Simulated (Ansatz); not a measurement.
The slice is one period of a {211} plane through atoms; its size isn't given.

Computed with r2SCAN (plane waves to 500 eV, PAW, scalar-relativistic; Ansatz, a program for electronic structure). Inside the PAW spheres the values are not all-electron values, and peaks at nuclei hang on which shells count as valence.

```
|@@@@%*-:..:-*%@@@|
|@@@@#+:....:+#@@@|
|@@@#*-:.  .:-*#@@|
|%%#*=:.    .:=*#%|
|*++-:.      .:-++|
|--::.        .::-|
|....          ...|
|                 |
|                 |
|                 |
|                 |
|       ....      |
|      ......     |
|      ......     |
|      ......     |
|       ....      |
|                 |
|                 |
|                 |
|                 |
|....          ...|
|--::.        .::-|
|*++-:.      .:-++|
|%%#*=:.    .:=*#%|
|@@@#*-:.  .:-*#@@|
|@@@@#+:....:+#@@@|
|@@@@%*-:..:-*%@@@|
|%@@@%*-:..:-*%@@@|
```
Scale: ten equal steps from -0.57 (start of ' ') to 0.73 (end of '@'), in the order ' .:-=+*#%@'. Values: log₁₀ of the valence density in e/Å³. The map has 17 points along u (one character each, u = 0 at the left) and 28 along v (v = 0 in the bottom row). The scale is logarithmic, as a density can span decades between atoms and voids.

```
|xxxxxx@@@@**::..----..::**@@@@xxxx|
|xxxxxx@@%%==....----....==%%@@xxxx|
|xx@@@@%%++::  ..----..  ::++%%@@@@|
|@@@@%%++::    ::====::    ::++%%@@|
|**++==..    ..--++++--..    ..==++|
|::..      ..--==++++==--..      ..|
|      ....--==++****++==--....    |
|::::::--====++++****++++====--::::|
|========++++++++++++++++++++======|
|++++++++====================++++++|
|++++======----------------======++|
|====----------------------------==|
|==----::::::::--------::::::::----|
|----::::::::::--------::::::::::--|
|==----::::::::--------::::::::----|
|====----------------------------==|
|++++======----------------======++|
|++++++++====================++++++|
|========++++++++++++++++++++======|
|::::::--====++++****++++====--::::|
|      ....--==++****++==--....    |
|::..      ..--==++++==--..      ..|
|**++==..    ..--++++--..    ..==++|
|@@@@%%++::    ::====::    ::++%%@@|
|xx@@@@%%++::  ..----..  ::++%%@@@@|
|xxxxxx@@%%==....----....==%%@@xxxx|
|xxxxxx@@@@**::..----..::**@@@@xxxx|
|xxxxxxxx@@##::..----..::##@@xxxxxx|
```
Scale: ten equal steps from 0.19 (start of ' ') to 0.73 (end of '@'), in the order ' .:-=+*#%@'. Values: electron localisation function (ELF). The map has 17 points along u (two characters each, u = 0 at the left) and 28 along v (v = 0 in the bottom row). Points within 0.5 Å of a nucleus are blanked (x), as the pseudised field means little there.

Q: Which relaxed crystal do these maps come from?
A. V (bcc, W type)
B. W (bcc, W type)
C. Na (bcc, W type)
D. Nb (bcc, W type)

A: B, W (bcc, W type). Atoms on the slice: W at (0.00, 0.00)

All were relaxed with their symmetry unable to fall. Nb is run without spin polarisation. Spin-orbit coupling is left out. V is run without spin polarisation. W is run without spin polarisation.
